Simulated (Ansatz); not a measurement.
**TlSn: pressure against volume**

TlSn, P4/mmm, a = 3.260 Å, c = 5.450 Å. The structure is a COD entry; whether it is the stable form wasn't checked. Ansatz: r2SCAN, PAW, 500 eV, Γ-centred 12×12×10 mesh on 2 atoms, Gaussian smearing 0.10 eV; no spin polarisation. Shape and atoms are relaxed at each volume; pressure is positive in compression.

```
V (Å³/atom) P (GPa)
     27.214        ?
     28.082     1.33
     28.951     0.02
     29.819    -1.05
     30.688    -1.94
```

Task: Take V0 = 28.951 Å³/atom, count pressures from its P0 = 0.02 GPa, fit the third-order Birch–Murnaghan form to the other rows, and predict the missing pressure.

Result: With the Eulerian strain f = ½[(V0/V)^(2/3) − 1] and y = (P − P0)/[3f(1 + 2f)^(5/2)], the form is the line y = B0 + 1.5 B0 (B0′ − 4) f. Rows (f, y): 0.01026, 40.5; -0.00975, 38.4; -0.01905, 37.8. Means f = -0.006180, y = 38.900; Σ(Δf)² = 0.0004487, ΣΔfΔy = 0.04225; the slope is their ratio. y = 39.48 + 94.16 f GPa, so B0 = 39.5 GPa and B0′ = 4 + 2 × (94.16)/(3 × 39.48) = 5.59. At V = 27.214, f = 0.02106, y = 41.46 and P = 2.92 GPa. The run gave 2.88 GPa, so the fit is 0.04 GPa too high, a small miss on the scale of the series. The form still works here, 33 % of the fitted range beyond its end.

Spin–orbit coupling is left out, which can shift energies with elements as heavy as these.